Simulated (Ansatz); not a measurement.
CsPbCl3 (cubic perovskite), scan of one atom of the cell

Starting cell, CsPbCl$_{3}$ (cubic perovskite):

```yaml
crystal:
  lattice:
    - [5.67350, 0.00000, 0.00000]
    - [0.00000, 5.67350, 0.00000]
    - [0.00000, 0.00000, 5.67350]
  atoms:
    - { symbol: Cs, position: [0.00000, 0.00000, 0.00000] }
    - { symbol: Pb, position: [0.50000, 0.50000, 0.50000] }
    - { symbol: Cl, position: [0.00000, 0.50000, 0.50000] }
    - { symbol: Cl, position: [0.50000, 0.50000, 0.00000] }
    - { symbol: Cl, position: [0.50000, 0.00000, 0.50000] }
```

In this cell atom 4 (Cl, nearest neighbour Pb at 2.837 Å; its periodic images, 5.7 Å or more away, move with it) is moved by s along Cartesian [111], unit vector (0.577, 0.577, 0.577); all other atoms and the cell stay fixed.

Calculation: r2SCAN (plane waves to 500 eV, PAW, scalar-relativistic; Ansatz, a program for electronic structure). k mesh 5×5×5 (Γ-centred), Fermi-Dirac smearing 0.05 eV. The energy includes the smearing's −TS. Compression counts positive. F∥ is the force on the atom along that direction. F⊥ is the part of the force across the line. CsPbCl3 was relaxed with its symmetry unable to fall. Spin-orbit coupling is left out, though Pb is heavy. This is a high-temperature form of CsPbCl3. ΔE is measured from the undisplaced structure.

```csv
s (Å),ΔE (eV/cell),|F⊥| (eV/Å),F∥ (eV/Å),P (GPa)
-0.570,0.1620,0.779,0.694,0.76
-0.456,0.0949,0.533,0.490,0.48
-0.342,0.0490,0.340,0.321,0.26
-0.228,0.0203,0.195,0.189,0.10
-0.114,0.0048,0.087,0.086,0.01
0.000,0.0000,0.000,0.000,-0.03
0.114,0.0048,0.087,-0.086,0.01
0.228,0.0203,0.195,-0.189,0.10
0.342,0.0490,0.340,-0.321,0.26
0.456,0.0949,0.533,-0.490,0.48
0.570,0.1620,0.779,-0.694,0.76
```

What the scan shows:

| Item | Value |
|---|---|
| Energy at s = 0.570 Å | 162.0 meV/cell |
| Force along the line at s = -0.570 Å | 0.694 eV/Å |
| Symmetry of the curve | even: the same for both signs |
| Shape of the curve | a single well with its minimum at or next to zero displacement |
| Force constant k = d²E/ds² at s = 0 (finite differences) | 0.73 eV/Å² |
| Harmonic estimate at the end of the scan | ½ks² = 118.7 meV/cell against the computed 162.0 meV/cell, so the well is stiffer than harmonic there |

(A displaced cell: forces are minus the slopes of the energy, force constants its curvatures, and phonons follow from these.)
